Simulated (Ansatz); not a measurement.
**Co (P63/mmc): the volume from the results**

The reference geometry is a structure as deposited in COD; nothing is relaxed.

Functional, mesh and filling: PBE, 15×15×8 k mesh, Fermi–Dirac smearing of 0.08 eV. PAW means Ansatz 0.2.0 on its default frozen-core files. Site moments are integrated in spheres about the atoms.

The input and its command:

```yaml
crystal:
  lattice:
    - [2.5074, 0.0, 0.0]
    - [-1.2537, 2.1714720974, 0.0]
    - [0.0, 0.0, 4.0699]
  atoms:
    - { symbol: Co, position: [0.3333333333, 0.6666666667, 0.25], spin: 2.0 }
    - { symbol: Co, position: [0.6666666667, 0.3333333333, 0.75], spin: 2.0 }
magnetization:
  spin_polarized: true
kpoints:
  mp_grid: { grid: [15, 15, 8] }
scf:
  occupations: { method: fermi_dirac, width: 0.08 }
  lower_state_search: "off"
hamiltonian:
  xc: pbe
  pseudopotentials: { kind: paw }
output:
  forces: true
  stress: true
  eigenvalues: true
  populations: true
```

Command: `ansatz run input.yaml --threads 1 --pin off --max-ram 3072MiB --backend cpu --events-out ev --progress --plain --runs-dir out`

The cell is scaled evenly, and every run starts from the same moments. Some of the runs:

```tsv
V/V₀	cell moment (μB)	largest site moment (μB)	F − F(V₀) (meV/atom)	pressure (GPa)
0.86	3.01	1.56	139	38.1
0.92	3.15	1.64	30	16.1
1.1	3.35	1.77	84	-18.9
```

**Question.** Another run of the series gave cell moment (μB) = 2.75, largest site moment (μB) = 1.42, F − F(V₀) (meV/atom) = 358, pressure (GPa) = 68.8. At which V/V₀ was it made?
A. 0.66
B. 0.74
C. 0.8
D. 1.25
E. 0.96
F. 1.04

**Answer.** C. V/V₀ = 0.8.

**Question.** Another run of the series gave cell moment (μB) = 0.00, largest site moment (μB) = 0.00, F − F(V₀) (meV/atom) = 1544, pressure (GPa) = 197.0. At which V/V₀ was it made?
A. 0.74
B. 0.96
C. 0.8
D. 0.66
E. 1.25
F. 1.04

**Answer.** D. V/V₀ = 0.66.

The whole series:

| V/V₀ | cell moment (μB) | largest site moment (μB) | F − F(V₀) (meV/atom) | pressure (GPa) |
| --- | --- | --- | --- | --- |
| 0.66 | 0.00 | 0.00 | 1544 | 197.0 |
| 0.74 | 1.97 | 1.02 | 722 | 108.9 |
| 0.8 | 2.75 | 1.42 | 358 | 68.8 |
| 0.86 | 3.01 | 1.56 | 139 | 38.1 |
| 0.92 | 3.15 | 1.64 | 30 | 16.1 |
| 0.96 | 3.22 | 1.68 | 1 | 5.0 |
| 1 | 3.27 | 1.71 | 0 | -3.8 |
| 1.04 | 3.31 | 1.74 | 21 | -11.0 |
| 1.1 | 3.35 | 1.77 | 84 | -18.9 |
| 1.25 | 3.57 | 1.88 | 340 | -28.8 |

Under strong compression frozen cores are worth checking against an all-electron run. The Ansatz runs typed with the search for lower states off end where their start leads. The magnetic state is the one that this cell and start allow. It needn't be the compound's measured order, which may need a larger cell or be absent.
